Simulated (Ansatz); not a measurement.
**YMnC4N4: start and end of a relaxation**

The cell of YMnC4N4 is invented: two interpenetrating cyanide-bridged diamond nets (P-43m, No. 215). The dimensions are guesses.

start:

Space group P-43m (No. 215). a = 6.127 Å, b = 6.127 Å, c = 6.127 Å, α = 90.00°, β = 90.00°, γ = 90.00°
```tsv
atom	site	symmetry	x	y	z
Y	1a	-43m	0.0000	0.0000	0.0000
Mn	1b	-43m	0.5000	0.5000	0.5000
C	4e	.3m	0.1985	0.1985	0.1985
N	4e	.3m	0.3087	0.3087	0.3087
```

Level of theory: Ansatz 0.2.0, DFT PBE, scalar-relativistic, plane waves, PAW. Cutoff 420 eV, Gaussian smearing, Γ-centred meshes. Cell and atoms relax first on a coarse mesh and then on a finer one. In between, the cell is made exact in the group found at 0.06 Å. In metals the finer mesh still leaves noise of several meV/atom or more. The steps can't lower the symmetry of their start. Collinear spin, starting moments Mn 4.0 μB.

end:

Space group P-43m (No. 215). a = 6.415 Å, b = 6.415 Å, c = 6.415 Å, α = 90.00°, β = 90.00°, γ = 90.00°
| atom | site | symmetry | x | y | z |
| --- | --- | --- | --- | --- | --- |
| Y | 1a | -43m | 0.0000 | 0.0000 | 0.0000 |
| Mn | 1b | -43m | 0.5000 | 0.5000 | 0.5000 |
| C | 4e | .3m | 0.2153 | 0.2153 | 0.2153 |
| N | 4e | .3m | 0.3212 | 0.3212 | 0.3212 |

The symmetry stays P-43m (No. 215). The volume per atom grows by 14.8 %, from 23.0 to 26.4 Å³. The shortest distance goes from 1.17 Å (C–N) to 1.18 Å (C–N). The energy falls by about 0.21 eV/atom (the start's value is from the coarse mesh).

| Quantity | Value |
| --- | --- |
| Volume per atom | 26.40 Å³ |
| Density | 1.56 g/cm³ |
| Energy over the elements | +0.17 eV/atom |
| Gap on the 6×6×6 mesh of the 10-atom cell | 0 eV (a metal) |
| Net moment per atom | 0.40 μB |
| Moment by site | Y -0.1; Mn 3.4 μB |

The zero of energy is the elements' standard structures at the same level (N₂ as a molecule); no fitted shifts are applied. The separate elements lie lower, so it is unstable against them.

The last run used collinear spin and Gaussian smearing of 0.10 eV. In such compounds of Mn a zero gap at this level may well be an artefact, since no Hubbard U is applied. The reference form of C is held partly by dispersion forces, which this level lacks. The magnetic state reached may not be the lowest. Symmetry constrained the relaxation, so the result can be a saddle point. In all, the 3 runs took 2.6 min on 1 thread of AMD EPYC 9R14 (Zen 4), on a shared host. Site moments count only spheres around the atoms; the net moment includes the space between them.
